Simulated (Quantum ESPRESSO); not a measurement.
## Zr2Hf2S8 (a curve over one atom's position)

A calculation, not a measurement. The program is pw.x of Quantum ESPRESSO 7.5 (plane-wave density functional theory). The cell is made up: 12 atoms on a layered 1T lattice, with randomly drawn elements, strain and displacements, not relaxed. PseudoDojo standard norm-conserving files (v0.5 for PBE, v0.4.1 for LDA and PBEsol) set the functional; there is no spin polarisation, spin-orbit coupling or dispersion term, and the masses in the input are unused placeholders.

The hafnium pseudopotential is less sure than the others, with forces about 3 percent (worst 6) and pressure in oxides about 1.5 GPa (worst 2.7) from a second method in checks, which no rerun with the same files tests.

Seven runs move atom 2 (Zr, counted in the order of the input) along y and keep all else fixed.

Input of the run at -0.0009:

```
&control calculation='scf', pseudo_dir='./dojo.nc.sr.pbe.v0_5.standard.upf', outdir='./o', disk_io='medium', tprnfor=.true., tstress=.true. /
&system ibrav=0, nat=12, ntyp=3, nbnd=54, ecutwfc=66.00178263, nosym=.true., tot_charge=0,
 occupations='smearing', smearing='fd', degauss=0.0018374661
/
&electrons conv_thr=7.350e-09, electron_maxstep=60, /
ATOMIC_SPECIES
Hf 1.0 Hf.upf
S 1.0 S.upf
Zr 1.0 Zr.upf
CELL_PARAMETERS angstrom
3.7457 0.0267 -0.025
0.0463 6.3224 0.0909
-0.0803 0.1687 11.8868
ATOMIC_POSITIONS angstrom
Zr 0.1301 0.0971 0.0438
Zr 1.7518 3.1289 0.1302
Hf -0.0214 0.1495 6.0641
Hf 2.0717 3.1678 6.0234
S -0.1321 2.158 1.4948
S 1.8471 1.1113 4.4905
S 1.8639 5.379 1.3836
S 0.0181 4.3317 4.6851
S -0.1519 2.1978 7.4849
S 2.0466 1.2722 10.3462
S 1.8472 5.5467 7.3949
S -0.1346 4.5158 10.6078
K_POINTS automatic
6 4 2 1 1 1
```

| shift of atom 2 along y (Å) | free energy less that of the input shown (eV) | Fx on atom 2 (eV/Å) | Fy on atom 2 (eV/Å) | Fz on atom 2 (eV/Å) | pressure (GPa) | next band up at Gamma (eV) | iterations |
| --- | --- | --- | --- | --- | --- | --- | --- |
| -0.0988 | 0.1543 | 0.209 | 2.080 | -1.814 | 2.27 | 1.280 | 16 |
| -0.0009 | 0.0000 | 0.228 | 1.060 | -1.494 | 2.11 | 1.214 | 16 |
| +0.0518 | -0.0407 | 0.253 | 0.478 | -1.326 | 2.10 | 1.184 | 17 |
| +0.0817 | -0.0498 | 0.272 | 0.132 | -1.236 | 2.12 | 1.172 | 16 |
| +0.1000 | -0.0503 | 0.285 | -0.085 | -1.186 | 2.14 | 1.166 | 16 |
| +0.1320 | -0.0413 | 0.311 | -0.479 | -1.105 | 2.19 | 1.160 | 15 |

Question: one run is left out of the table, at -0.0724. Estimate its Fy on atom 2 (eV/Å).

Answer: 1.811. The whole row:

| shift of atom 2 along y (Å) | free energy less that of the input shown (eV) | Fx on atom 2 (eV/Å) | Fy on atom 2 (eV/Å) | Fz on atom 2 (eV/Å) | pressure (GPa) | next band up at Gamma (eV) | iterations |
| --- | --- | --- | --- | --- | --- | --- | --- |
| -0.0724 | 0.1029 | 0.211 | 1.811 | -1.730 | 2.21 | 1.263 | 16 |

A cubic fit gives dFy/dy = -10.79 eV/Å² at zero shift. Across the table the free energy follows the integral of the force to within 0.1 meV. A rerun of one of the cells at a cutoff of 1467 eV and k mesh 8 x 6 x 4 moved values by no more than 0.002 eV in energy, 0.06 GPa in stress and 0.003 eV/Å in force. The band column is the level of band 49 at Gamma less that of band 48, whose number is half the electron count, rounded up; it comes from a band step after each run.